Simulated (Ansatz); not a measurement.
**Gd (hcp)**

Level of theory: DFT, PBE with spin–orbit coupling, two-component spinors; plane waves to 420 eV with PAW datasets (Ansatz 0.2.0), Γ-centred 14×14×8 mesh, 0.05 eV Gaussian smearing; PAW files: Ansatz's generated set soft_2.

```
Gd
1.0
     3.64553    0.00000    0.00000
    -1.82276    3.15712    0.00000
     0.00000    0.00000    5.82811
Gd
2
Direct
  0.33333 0.66667 0.75000
  0.66667 0.33333 0.25000
```

Magnetic state: ferromagnetic, site spin moments Gd 6.81 μB, along [001] (Cartesian), which lowers the symmetry.

Cell and atoms are those of this level's equilibrium.

Path: Γ–M–K–Γ–A–L–H–A | L–M | H–K, with Γ = (0.000, 0.000, 0.000), M = (0.500, 0.000, 0.000), K = (0.333, 0.333, 0.000), A = (0.000, 0.000, 0.500), L = (0.500, 0.000, 0.500), H = (0.333, 0.333, 0.500) in reciprocal vectors of the calculation's cell.

Question: Is it a metal or an insulator, and if it has a gap, where are the band edges on this path?

Answer: A metal: bands cross the Fermi level.

Levels between -5 and 3 eV from the Fermi level at the path's named points:
```tsv
point	below E_F (eV)	above E_F (eV)
Γ	-4.98 -4.96 -4.91 -4.88 -4.81 -4.78 -4.75 -4.69 -4.59 -4.53 -4.47 -4.45 -4.31 -4.31 -4.10 -2.48 -1.37	0.20 0.25 0.30 0.35 0.39 0.43 0.49 0.54 0.64 0.69 0.73 0.74 0.90 0.92 0.94 1.21 1.42 1.43 1.79 1.98 2.10 2.37 2.39 2.56 2.57 2.74
M	-4.98 -4.97 -4.90 -4.87 -4.82 -4.82 -4.71 -4.67 -4.61 -4.57 -4.44 -4.44 -4.32 -4.31 -2.15 -1.73 -1.29 -1.01 -0.84 -0.56 -0.13	0.26 0.29 0.32 0.36 0.42 0.44 0.59 0.61 0.62 0.66 0.76 0.83 0.83 0.89 1.00 1.10 1.20 1.68 2.12 2.29 2.81
K	-4.98 -4.98 -4.89 -4.88 -4.82 -4.82 -4.69 -4.68 -4.60 -4.59 -4.44 -4.44 -4.31 -4.31 -1.17 -1.16 -0.96 -0.59 -0.53	0.11 0.16 0.24 0.28 0.29 0.40 0.41 0.42 0.48 0.51 0.61 0.61 0.62 0.66 0.74 0.76 0.86 0.90 0.90 1.84 1.88 2.17
A	-4.99 -4.99 -4.90 -4.90 -4.79 -4.79 -4.74 -4.74 -4.56 -4.56 -4.45 -4.45 -4.31 -4.31 -3.58 -3.58 -2.58 -2.58	0.20 0.20 0.32 0.32 0.37 0.37 0.40 0.40 0.51 0.51 0.73 0.73 0.77 0.77 0.92 0.92 1.15 1.15 1.32 1.32 1.79 1.79 2.28 2.28 2.44 2.44
L	-4.98 -4.98 -4.89 -4.89 -4.82 -4.82 -4.70 -4.70 -4.59 -4.59 -4.44 -4.44 -4.31 -4.31 -2.15 -2.15 -1.29 -1.29 -0.49 -0.49	0.21 0.21 0.28 0.28 0.41 0.41 0.47 0.47 0.62 0.62 0.75 0.75 0.87 0.87 0.99 0.99 1.40 1.40 2.48 2.48 2.67 2.67
H	-4.98 -4.98 -4.89 -4.88 -4.82 -4.82 -4.69 -4.69 -4.61 -4.60 -4.46 -4.44 -4.32 -4.31 -0.92 -0.89 -0.66 -0.50 -0.22 -0.19 -0.13 -0.01	0.00 0.17 0.27 0.29 0.39 0.40 0.50 0.54 0.60 0.65 0.66 0.71 0.87 0.93 1.01 1.06 1.54 1.73 2.35 2.51
```

Without a U the 4f levels of Gd lie too near the Fermi level, so their share of the states there, and what hangs on it, is overstated. Site moments are of spin, integrated over Gaussian weights of 0.5 Å, which gives about a tenth less on f atoms than spheres do. No antiparallel order was tried.

On the Gd 4f shell the spin moment is 6.86 μB and the orbital moment 0.11 μB, parallel to it, 6.97 μB net (projected on atomic orbitals, along the moments' axis).
